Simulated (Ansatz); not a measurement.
One input, then a changed one: AlAu

First run: DFT, r2SCAN, PAW with Ansatz's default frozen-core files, scalar-relativistic (Ansatz 0.2.0).

Command: `ansatz run input.yaml --threads 1 --pin off --max-ram 2048MiB --backend cpu --events-out ev --progress --plain --runs-dir out` It took 11 s on 1 thread of Arm Neoverse V2, on a shared host, peak memory 0.44 GiB.

```yaml
crystal:
  lattice:
    - [3.223942, 0.0, 0.0]
    - [0.0, 3.223942, 0.0]
    - [0.0, 0.0, 3.223942]
  atoms:
    - { symbol: Al, position: [-0.09, -0.09, -0.09] }
    - { symbol: Au, position: [0.59, 0.59, 0.59] }
kpoints:
  mp_grid: { grid: [9, 9, 9] }
scf:
  occupations: { method: fermi_dirac, width: 0.05 }
hamiltonian:
  xc: r2scan
  pseudopotentials: { kind: paw }
output:
  forces: true
  stress: true
  eigenvalues: true
  efg: { contact_densities: true }
  populations: true
```

The cell is Materials Project entry mp-10871, used as a structure alone.

This run: one bond, the shortest of the undistorted cell, set to 1.787 Å.

It converges in 7 SCF iterations at a pressure of 61.7 GPa, largest force 19.936 eV/Å, cutoff 500 eV.

The input is then changed:

```diff
   pseudopotentials: { kind: paw }
+  dispersion: d3bjatm
 output:
```

Predict the outcome of the changed run.

It converges in 7 SCF iterations at a pressure of 60.4 GPa, largest force 19.936 eV/Å, cutoff 500 eV.
